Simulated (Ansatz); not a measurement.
## Computed map of one atom of the cell: Hf (hcp, Mg type)

Relaxed Hf (hcp, Mg type):

```
CELL_PARAMETERS angstrom
      3.20412     0.00000     0.00000
     -1.60206     2.77485     0.00000
      0.00000     0.00000     5.06894
ATOMIC_POSITIONS crystal
  Hf 0.33333 0.66667 0.75000
  Hf 0.66667 0.33333 0.25000
```

In this cell atom 1 (Hf, nearest neighbour Hf at 3.138 Å; its periodic images, 3.2 Å or more away, move with it) is moved by u·(1.000, 0.000, 0.000) + v·(0.000, 1.000, 0.000); the rest is frozen.

These are PBE (plane waves to 420 eV, PAW, scalar-relativistic; Ansatz, a program for electronic structure) values and carry that method's errors. k mesh 13×13×8 (Γ-centred), Fermi-Dirac smearing 0.05 eV. The energy includes the smearing's −TS. With partly filled bands, energies and forces of such displacements shift with the k mesh and the smearing. Fu and Fv are the components of the force on the atom. Hf is run without spin polarisation. Hf was relaxed with its symmetry unable to fall. Spin-orbit coupling is left out, though Hf is heavy. The PAW data are Ansatz's earlier set. The zero of ΔE is the undisplaced structure. Axes are in Å.

ΔE (meV/cell), with u across and v down:

| v \ u | -0.780 | -0.390 | 0.000 | 0.390 | 0.780 |
|---|---|---|---|---|---|
| -0.780 | 987 | 476 | 323 | 476 | 987 |
| -0.390 | 736 | 284 | 131 | 284 | 736 |
| 0.000 | 437 | 143 | 0 | 143 | 437 |
| 0.390 | 345 | 230 | 157 | 230 | 345 |
| 0.780 | 402 | 547 | 590 | 547 | 402 |

Fu (eV/Å), with u across and v down:

| v \ u | -0.780 | -0.390 | 0.000 | 0.390 | 0.780 |
|---|---|---|---|---|---|
| -0.780 | 1.63 | 0.84 | 0.00 | -0.84 | -1.63 |
| -0.390 | 1.45 | 0.79 | 0.00 | -0.79 | -1.45 |
| 0.000 | 0.81 | 0.62 | 0.00 | -0.62 | -0.81 |
| 0.390 | 0.16 | 0.34 | 0.00 | -0.34 | -0.16 |
| 0.780 | -0.56 | -0.23 | 0.00 | 0.23 | 0.56 |

Read from the data:

```
Item                                                                                                                  Result
------------------------------------------------------  --------------------------------------------------------------------
Lowest place on the grid                                                               u = 0.000 Å, v = 0.000 Å (0 meV/cell)
Highest place on the grid, met at several equal points  u = -0.780 Å, v = -0.780 Å; u = 0.780 Å, v = -0.780 Å (987 meV/cell)
```

(For displaced atoms, the force is minus the slope of the energy, and its curvature is a force constant, which sets phonon frequencies.)
